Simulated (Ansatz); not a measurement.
An Ansatz (a first-principles code) run. Input:

Ansatz 0.2 input:
```yaml
crystal:
  lattice:
    - [4.3268786988, 0.0, 0.0]
    - [-2.1634393494, 3.7471868722, 0.0]
    - [0.0, 0.0, 14.3814267681]
  atoms:
    - { symbol: Ag, position: [0.0, 0.0, 0.323633318] }
    - { symbol: Ag, position: [0.0, 0.0, 0.823633318] }
    - { symbol: Ag, position: [0.6666666667, 0.3333333333, 0.4265515285] }
    - { symbol: Ag, position: [0.3333333333, 0.6666666667, 0.9265515285] }
    - { symbol: I, position: [0.0, 0.0, 0.0180005859] }
    - { symbol: I, position: [0.0, 0.0, 0.5180005859] }
    - { symbol: I, position: [0.6666666667, 0.3333333333, 0.2318145676] }
    - { symbol: I, position: [0.3333333333, 0.6666666667, 0.7318145676] }
kpoints:
  mp_grid: { grid: [7, 7, 2] }
hamiltonian:
  xc: lda
  pseudopotentials: { azcp: { folder: ./paw }, kind: paw }
scf:
  occupations: { method: fixed }
phonons:
  method: dfpt
  response_accuracy: low
  eigenvectors: true
  rigid_motions: translations
  dielectric: true
```

Output (shortened):

```
Pseudopotential: Ag, paw, valence charge 19
Pseudopotential: I, paw, valence charge 17
Functional definition: SPW92
Crystal: 8 atoms, lattice volume = 233.175 Å³
Basis set: ecut = 420 eV, 4543 PW (Γ), exchange–correlation on 60×60×200 points (8 copies of the dense FFT grid, shifted against one another)
Bands: 87, of which v1, the nominal top of the filled ones, is band 72 counted from 1 (71 counted from 0)
Symmetry: 12 space group operations
k-points: 32 of 98 (irreducible under 2 space group operations, time reversal used)
SCF iter   1: F=—  HF=-59264.855492 eV  |F-HF|=—  |Δ(HF+E_count)|=         —  Δρ=5.71e-2  dr2=3.11e1  ethr=3.10e-3  ⟨swp⟩=4.8  Hψ=8766  notcnv=0  defer=411
preconditioner: auto → Resta (q_TF=auto, 2.518 Å⁻¹)
SCF iter   2: F=—  HF=-59258.273474 eV  |F-HF|=—  |Δ(HF+E_count)|=    6.58e0  Δρ=1.71e-2  dr2=2.14e0  ethr=3.10e-3  ⟨swp⟩=3.0  Hψ=5538  notcnv=0  defer=402
SCF iter   3: F=—  HF=-59257.864671 eV  |F-HF|=—  |Δ(HF+E_count)|=   4.09e-1  Δρ=4.82e-3  dr2=1.25e-1  ethr=1.48e-3  ⟨swp⟩=3.1  Hψ=5122  notcnv=0  defer=415
SCF iter   4: F=—  HF=-59257.870463 eV  |F-HF|=—  |Δ(HF+E_count)|=   5.79e-3  Δρ=2.44e-3  dr2=1.62e-2  ethr=8.68e-5  ⟨swp⟩=2.6  Hψ=3749  notcnv=0  defer=416
SCF iter   5: F=—  HF=-59257.872372 eV  |F-HF|=—  |Δ(HF+E_count)|=   1.91e-3  Δρ=7.26e-4  dr2=1.87e-3  ethr=1.13e-5  ⟨swp⟩=2.0  Hψ=3729  notcnv=0  defer=416
SCF iter   6: F=—  HF=-59257.872268 eV  |F-HF|=—  |Δ(HF+E_count)|=   1.04e-4  Δρ=1.66e-4  dr2=1.67e-4  ethr=1.30e-6  ⟨swp⟩=2.0  Hψ=3656  notcnv=0  defer=416
SCF iter   7: F=—  HF=-59257.872299 eV  |F-HF|=—  |Δ(HF+E_count)|=   3.07e-5  Δρ=4.69e-5  dr2=8.92e-6  ethr=1.16e-7  ⟨swp⟩=2.8  Hψ=4096  notcnv=0  defer=415
SCF iter   8: F=—  HF=-59257.872367 eV  |F-HF|=—  |Δ(HF+E_count)|=   6.85e-5  Δρ=2.16e-5  dr2=1.36e-6  ethr=6.20e-9  ⟨swp⟩=2.0  Hψ=4608  notcnv=0  defer=393
SCF iter  13: F=-59257.872367 eV  HF=-59257.872367 eV  |F-HF|=7.28e-12  |Δ(HF+E_count)|=  5.09e-11  Δρ=1.50e-7  dr2=4.48e-11  ethr=1.00e-12  ⟨swp⟩=18.3  Hψ=21218  notcnv=0
SCF 1 converged in 13 iterations: F = -59257.872367 eV  dr2 = 4.48e-11
NSCF: frozen V_eff on 6 k-points
DFPT response loops at Γ: preconditioner auto → Resta (q_TF=auto, 2.518 Å⁻¹)  ε∞=6.9 (no band partly filled) …
── the response to a field inside a basis, on 10×10×4 k-points: an SCF that follows is theirs, and a resumed run solves both again ──
Crystal: 8 atoms, lattice volume = 233.175 Å³
Bands: 73, of which v1, the nominal top of the filled ones, is band 72 counted from 1 (71 counted from 0)
k-points: 60 of 400 (irreducible under 4 space group operations, time reversal used)
SCF iter   1: F=—  HF=-59257.423648 eV  |F-HF|=—  |Δ(HF+E_count)|=         —  Δρ=6.14e-4  dr2=2.81e-4  ethr=1.00e-1
preconditioner: auto → Resta (q_TF=auto, 2.518 Å⁻¹)
SCF iter   2: F=—  HF=-59257.423580 eV  |F-HF|=—  |Δ(HF+E_count)|=   6.81e-5  Δρ=3.06e-4  dr2=1.19e-4  ethr=1.95e-7
SCF iter   3: F=—  HF=-59257.423568 eV  |F-HF|=—  |Δ(HF+E_count)|=   1.24e-5  Δρ=1.03e-4  dr2=1.49e-5  ethr=8.27e-8
SCF iter   4: F=—  HF=-59257.423564 eV  |F-HF|=—  |Δ(HF+E_count)|=   3.74e-6  Δρ=1.92e-5  dr2=1.30e-6  ethr=1.03e-8
SCF iter   5: F=—  HF=-59257.423564 eV  |F-HF|=—  |Δ(HF+E_count)|=   4.61e-8  Δρ=5.22e-6  dr2=1.28e-7  ethr=9.05e-10
SCF iter   6: F=-59257.423564 eV  HF=-59257.423564 eV  |F-HF|=4.53e-9  |Δ(HF+E_count)|=   1.23e-8  Δρ=2.46e-6  dr2=2.33e-8  ethr=8.88e-11
SCF 1 converged in 6 iterations: F = -59257.423564 eV  dr2 = 2.33e-8
DFPT response loops at Γ: preconditioner auto → Resta (q_TF=auto, 2.518 Å⁻¹)  ε∞=6.4 (no band partly filled) …
WARN: field response: inside a basis, on 10×10×4 points, no mesh in reach settles it …
WARN: field response: ε∞ stands inside a basis, on 10×10×4 points …
SCF converged after 13 iterations
Free energy (F): -59257.872367 eV
Harris-Foulkes:  -59257.872367 eV  (|F-HF|=7.28e-12)
Internal energy: -59257.872367 eV  (E = F + TS)
E sigma→0 (E₀):  -59257.872367 eV
Fermi energy:    8.555342 eV
--- Per-component energies (eV) ---
  E_band       = -2882.662318
  E_kinetic    = 2516.435692
  E_local      = -22550.217063  (includes V_loc(G=0)·N_el)
  E_nonlocal   = 643.456735
  E_hartree    = 10546.641890
  E_xc         = -1060.916081
  E_vxc        = -1247.747672  (∫ρ·V_xc dr)
  E_paw        = -33806.332246  (= ΣΔE_a)
  E_vpaw       = -3337.865290  (= ΣTr[D̂ρ^β])
  E_aug_tail   = -0.008181  (compensation charges beyond the density's cutoff)
  E_ewald      = -15552.957108
  E_core_change = 6.023994  (= ΣΔE_core)
  E_smearing   =  0.000000  (= −TS)
  E_closure    =  0.000000  (closes the sum)
  Σ components = -59257.872367   (vs F -59257.872367, Δ=0.00e0)
  [band-id]    e_kinetic+e_local+e_nonlocal+2·e_hartree+e_vxc+e_vpaw+e_augmentation_tail = -2882.661999   (vs E_band -2882.662318, Δ=3.19e-4)
--- Band table (eV; the first three rows and the last of 32) ---
  k-point 0: bands = ["-82.1759", "-82.1759", "-82.1674", "-82.1674", "-45.7711", "-45.7711", "-45.7467", "-45.7467", "-45.7424", "-45.7424", "-45.7424", "-45.7424", "-45.7026", "-45.7026", "-45.7026", "-45.7026", "-36.1512", "-36.1512", "-36.1464", …
  k-point 1: bands = ["-82.1759", "-82.1759", "-82.1674", "-82.1674", "-45.7711", "-45.7711", "-45.7467", "-45.7467", "-45.7424", "-45.7424", "-45.7424", "-45.7424", "-45.7026", "-45.7026", "-45.7026", "-45.7026", "-36.1512", "-36.1512", "-36.1464", …
  k-point 2: bands = ["-82.1756", "-82.1756", "-82.1678", "-82.1678", "-45.7711", "-45.7711", "-45.7537", "-45.7537", "-45.7431", "-45.7431", "-45.7351", "-45.7351", "-45.7029", "-45.7029", "-45.7019", "-45.7019", "-36.1512", "-36.1512", "-36.1463", …
  k-point 31: bands = ["-82.1739", "-82.1739", "-82.1695", "-82.1695", "-45.7709", "-45.7709", "-45.7643", "-45.7643", "-45.7461", "-45.7461", "-45.7222", "-45.7222", "-45.7060", "-45.7060", "-45.6991", "-45.6991", "-36.1510", "-36.1510", "-36.1462", …
--- Phonons (Γ-DFPT): 8 representative perturbations + reference, on 32 of 98 k-points (Σ response iterations 26) ---
  ASR residual: 2.269e-3 → 0.000e0 eV/Å²; symmetrization residual: 8.283e-4 eV/Å²
  ASR residual per site (eV/Å²): 1.70e-3 1.70e-3 2.27e-3 2.27e-3 1.29e-3 1.29e-3 1.31e-3 1.31e-3
  Γ frequencies (cm⁻¹): 0.00 0.00 0.00 16.10 16.10 33.01 38.75 38.75 41.58 41.58 78.99 78.99 81.15 81.15 91.29 91.88 110.67 110.67 111.76 111.76 126.33 129.23 132.00 140.93
  ε∞ (high-frequency dielectric tensor):
        6.026556     0.000000     0.000000
        0.000000     6.026556     0.000000
        0.000000     0.000000     6.415018
  ε⁰ (static dielectric tensor: ions relaxed, cell fixed):
        9.084687     0.000000     0.000000
        0.000000     9.084687     0.000000
        0.000000     0.000000     7.200629
  ε⁰ − ε∞ (ionic part):
        3.058131     0.000000     0.000000
        0.000000     3.058131     0.000000
        0.000000     0.000000     0.785611
  softest optical mode at Γ: 16.10 cm⁻¹; the repairs (sum rule, projections) moved no ω² at Γ by more than (7.47 cm⁻¹)²
  Born effective charges Z* (e; rows j = field, columns β = displacement):
    site 0:
         1.13620    0.00000    0.00000
         0.00000    1.13620    0.00000
         0.00000    0.00000    0.94641
    site 1:
         1.13620    0.00000    0.00000
         0.00000    1.13620    0.00000
         0.00000    0.00000    0.94641
    site 2:
         1.15988    0.00000    0.00000
         0.00000    1.15988    0.00000
         0.00000    0.00000    0.96587
    site 3:
         1.15988    0.00000    0.00000
         0.00000    1.15988    0.00000
         0.00000    0.00000    0.96587
    site 4:
        -1.15209    0.00000    0.00000
         0.00000   -1.15209    0.00000
         0.00000    0.00000   -0.94256
    site 5:
        -1.15209    0.00000    0.00000
         0.00000   -1.15209    0.00000
         0.00000    0.00000   -0.94256
    site 6:
        -1.14399    0.00000    0.00000
         0.00000   -1.14399    0.00000
         0.00000    0.00000   -0.96972
    site 7:
        -1.14399    0.00000    0.00000
         0.00000   -1.14399    0.00000
         0.00000    0.00000   -0.96972
  Z* charge neutrality: 2.589e-2 e pre-enforcement
  solved inside a basis spanned on kpoints, on 10×10×4 k-points, which do not settle them: ε∞ is read to err by 9.9e-2, Z* by 1.2e-1 e (field_mesh …
  optical modes at Γ without the LO–TO term, one row a degenerate level:
      ω (cm⁻¹)  modes    IR ((D/Å)²/amu)
         16.10      2             0.0000
         33.01      1             0.0000
         38.75      2             0.0000
         41.58      2             0.0007
         78.99      2             4.1672
         81.15      2             0.0000
         91.29      1             0.0000
         91.88      1             0.0002
        110.67      2             0.0000
        111.76      2             0.0044
        126.33      1             0.0000
        129.23      1             1.1357
        132.00      1             0.3112
        140.93      1             0.0000
  optical modes at Γ + LO–TO along q̂ = [1.0000, 0.0000, 0.0000]:
      ω (cm⁻¹)  modes    IR ((D/Å)²/amu)
         16.10      2             0.0000
         33.01      1             0.0000
         38.75      2             0.0000
         41.58      1             0.0004
         41.59      1             0.0001
         78.99      1             2.0836
         81.15      2             0.0000
         91.29      1             0.0000
         91.88      1             0.0002
         96.95      1             2.0771
        110.67      2             0.0000
        111.76      1             0.0022
        111.79      1             0.0089
        126.33      1             0.0000
        129.23      1             1.1357
        132.00      1             0.3112
        140.93      1             0.0000
  optical modes at Γ + LO–TO along q̂ = [0.0000, 1.0000, 0.0000]:
      ω (cm⁻¹)  modes    IR ((D/Å)²/amu)
         16.10      2             0.0000
         33.01      1             0.0000
         38.75      2             0.0000
         41.58      1             0.0004
         41.59      1             0.0001
         78.99      1             2.0836
         81.15      2             0.0000
         91.29      1             0.0000
         91.88      1             0.0002
         96.95      1             2.0771
        110.67      2             0.0000
        111.76      1             0.0022
        111.79      1             0.0089
        126.33      1             0.0000
        129.23      1             1.1357
        132.00      1             0.3112
        140.93      1             0.0000
  optical modes at Γ + LO–TO along q̂ = [0.0000, 0.0000, 1.0000]:
      ω (cm⁻¹)  modes    IR ((D/Å)²/amu)
         16.10      2             0.0000
         33.01      1             0.0000
         38.75      2             0.0000
         41.58      2             0.0007
         78.99      2             4.1672
         81.15      2             0.0000
         91.29      1             0.0000
         91.88      1             0.0001
        110.67      2             0.0000
        111.76      2             0.0044
        126.33      1             0.0000
        131.21      1             0.0428
        137.74      1             1.4042
        140.93      1             0.0000
```

Cost: roughly 19 core-minutes on shared cores.

Space group P6_3mc. The first step of the workflow began from a Materials Project structure, measured or hypothetical. Its sites differ from those of the usual phase in this space group: another stacking or structure type. The cell was relaxed with LDA under the symmetry of its start; phonons on a q-mesh show no instability. The run is not spin-polarised. A crystal of weakly bound layers computed without a dispersion correction: the cell and the soft elastic constants depend strongly on that. Spin–orbit coupling is left out wherever it is not named.

Potentials: the earlier of the program's two PAW sets.

Ansatz is a plane-wave DFT program.
